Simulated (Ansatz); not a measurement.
The start is a relaxed SnO cell, doubled along one cell vector, shaken by Gaussian noise of σ = 0.08 Å a coordinate. The structure is fully relaxed (lattice and positions, P = 0) with PBEsol (plane waves to 420 eV, PAW, scalar-relativistic; Ansatz, a quantum-chemistry and plane-wave program). The first steps use a coarse 8×4×3 k-mesh.

Initial structure:
```
CELL_PARAMETERS angstrom
      3.28919     0.00000     0.00000
     -3.28919     5.69705     0.00000
      0.00000     0.00000     8.49394
ATOMIC_POSITIONS crystal
  Sn 0.34386 0.33675 0.01321
  Sn 0.32788 0.82623 0.00652
  Sn 0.66345 0.17170 0.50926
  Sn 0.68703 0.67248 0.49012
  O  0.26846 0.32371 0.37221
  O  0.37291 0.84755 0.37282
  O  0.69433 0.16803 0.88459
  O  0.64713 0.66285 0.86887
```

### Question
Which atoms feel the largest initial force, and how large is it?

### Answer
0.81 eV/Å, on O5 (atoms numbered as listed).

### Question
How much energy is released per atom?

### Answer
0.05 eV/atom.

### Question
How does the volume change?

### Answer
-7.6 %, from 19.90 to 18.38 Å³/atom.

### Question
Is the parent structure recovered?

### Answer
It does not go back: it reaches P6₃mc (No. 186), AFLOW prototype AB_hP4_186_b_a (B12, as in BN), 29 meV/atom below the parent.

### Question
What band gap does the relaxed structure have at this level?

### Answer
0.24 eV, indirect (valence top at K, conduction bottom at M) (no spin-orbit coupling).

### Question
What does it relax into? Give the structure.

### Answer

```cif
data_O2Sn2
_chemical_formula_sum 'Sn2 O2'
_space_group_name_H-M_alt 'P63mc'
_space_group_IT_number 186
_space_group_name_Hall 'P 6c -2c'
_cell_length_a 3.34183
_cell_length_b 3.34183
_cell_length_c 7.60091
_cell_angle_alpha 90.000
_cell_angle_beta 90.000
_cell_angle_gamma 120.000
loop_
_atom_site_label
_atom_site_type_symbol
_atom_site_symmetry_multiplicity
_atom_site_Wyckoff_symbol
_atom_site_fract_x
_atom_site_fract_y
_atom_site_fract_z
_atom_site_occupancy
Sn1 Sn 2 a 0.00000 0.00000 0.00801 1
O1 O 2 b 0.66667 0.33333 0.37139 1
```

Final values are on a 11×11×5 k-mesh of the relaxed cell. No spin polarisation in the result.

The relaxed structure here is a generated cell of SnO: the first start was made by placing the elements on the sites of a structure type, and the end was not matched to a known phase here, so it may be hypothetical. Known forms of SnO include space group No. 129.
